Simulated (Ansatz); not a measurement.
Co (hcp, Mg type)

```xyz
2
Lattice="2.4939 0.0000 0.0000 -1.2470 2.1598 0.0000 0.0000 0.0000 4.0318" Properties=species:S:1:pos:R:3 pbc="T T T"
Co     0.0000     1.4399     3.0239
Co     1.2470     0.7199     1.0080
```

The relaxed cell is deformed in two ways at once: its volume V is scaled, and at that volume it is stretched along z (the c axis of the conventional cell) so that c/a changes. Fractional atomic positions are held.

The numbers are results of PBE (plane waves to 420 eV, PAW, scalar-relativistic; Ansatz, an electronic-structure program), not measurements. k mesh 21×21×12 (Γ-centred), Fermi-Dirac smearing 0.05 eV. Compression counts positive. With partly filled bands, the response to shear is sensitive to the k mesh, so small differences along c/a are uncertain. Co was relaxed with its symmetry unable to fall. Relaxed Co ends ferromagnetic. The magnetic order is the one the run started from; other orders were not tried.

At one point of the scan the stress tensor (GPa) is:

```
   -0.1      0.0      0.0
    0.0     -0.1      0.0
    0.0      0.0     -7.4
```

Q: Which point is it?
A) V/V₀ = 1.000, (c/a)/(c/a)₀ = 1.053
B) V/V₀ = 0.973, (c/a)/(c/a)₀ = 1.053
C) V/V₀ = 1.027, (c/a)/(c/a)₀ = 1.053
D) V/V₀ = 1.013, (c/a)/(c/a)₀ = 1.027

A: D, V/V₀ = 1.013, (c/a)/(c/a)₀ = 1.027

(Under strain, the slope of the energy per volume gives the stress and its curvature an elastic modulus.)
